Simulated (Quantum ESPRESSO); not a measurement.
```cif
data_O7P2Zn2
_chemical_formula_sum 'O7 P2 Zn2'
_space_group_name_H-M_alt 'P 1'
_space_group_IT_number 1
_cell_length_a 5.35316
_cell_length_b 5.35316
_cell_length_c 4.55849
_cell_angle_alpha 99.100
_cell_angle_beta 99.100
_cell_angle_gamma 103.168
loop_
_space_group_symop_operation_xyz
  'x, y, z'
loop_
_atom_site_label
_atom_site_type_symbol
_atom_site_fract_x
_atom_site_fract_y
_atom_site_fract_z
_atom_site_occupancy
O1 O 0.62606 0.93020 0.27708 1
O2 O 0.37394 0.06980 0.72292 1
O3 O 0.06980 0.37394 0.72292 1
O4 O 0.93020 0.62606 0.27708 1
O5 O 0.38011 0.38011 0.21278 1
O6 O 0.61989 0.61989 0.78722 1
O7 O 0.00000 0.00000 0.00000 1
P1 P 0.78545 0.78545 0.09292 1
P2 P 0.21455 0.21455 0.90708 1
Zn1 Zn 0.30934 0.69066 0.50000 1
Zn2 Zn 0.69066 0.30934 0.50000 1
```

The geometry is that of Materials Project entry mp-551741, symmetrised and not relaxed again.

**Question.** What does PBEsol (Quantum ESPRESSO, PseudoDojo norm-conserving, 84 Ry, no spin-orbit coupling) give for the electronic structure near the Fermi level?

**Answer.** The PBEsol gap is indirect, 3.63 eV, from Z to Γ; the smallest direct gap is 4.11 eV. 

The structure is a Materials Project entry; no match was found in the copy of COD used, and its stability was not checked.
